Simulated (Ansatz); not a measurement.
# CdRe₂O₄, a known structure type with other elements, at an estimated volume

```
CELL_PARAMETERS angstrom
0.00000 4.27938 4.27938
4.27938 0.00000 4.27938
4.27938 4.27938 0.00000
ATOMIC_POSITIONS crystal
Re 0.62500 0.62500 0.62500
Re 0.12500 0.62500 0.62500
Re 0.62500 0.62500 0.12500
Re 0.62500 0.12500 0.62500
O 0.86500 0.86500 0.86500
O 0.84500 0.38500 0.38500
O 0.86500 0.86500 0.40500
O 0.38500 0.84500 0.38500
O 0.40500 0.86500 0.86500
O 0.38500 0.38500 0.38500
O 0.86500 0.40500 0.86500
O 0.38500 0.38500 0.84500
Cd 0.00000 0.00000 0.00000
Cd 0.25000 0.25000 0.25000
```

Method: PBE, no spin polarisation; PAW, plane waves to 420 eV, 7×7×7 Γ-centred mesh, cold occupations (width 0.0599 eV) (Ansatz 0.2.0), atoms fixed.

(1) Which atom feels the largest force, and which way?

(2) Describe some of the short contacts.

(3) Metal or insulator?

(4) What does the stress say?

Origin: a known structure type with other elements, at an estimated volume, so it need not be a known compound. Caveats: many states at the Fermi level without spin polarisation, so a magnetic state may lie lower; correlation that this level lacks may open a gap in such a compound; atoms or cell far from equilibrium.

## Answers

(1) The largest is on O7 (and as large on other atoms): 0.34 eV/Å, components (0.20, 0.20, -0.20). It makes 180° with the line to a nearest neighbour, Cd13 at 2.00 Å, pointing away from it.

(2) O–Cd at 2.00 Å: least valence density 0.75 e/Å³ and ELF 0.16 there. Re–O at 2.06 Å: least valence density 0.70 e/Å³ and ELF 0.20 there. These are pseudo-fields; inside the PAW spheres they differ from the all-electron ones.

(3) It is a metal, with about 9.3 states/eV a cell as the mean within 0.25 eV of the Fermi level, mostly Re d (78 %) and O p (16 %).

(4) The pressure is 29.2 GPa (compression positive), so with the atoms held at these fractions the cell would first expand.
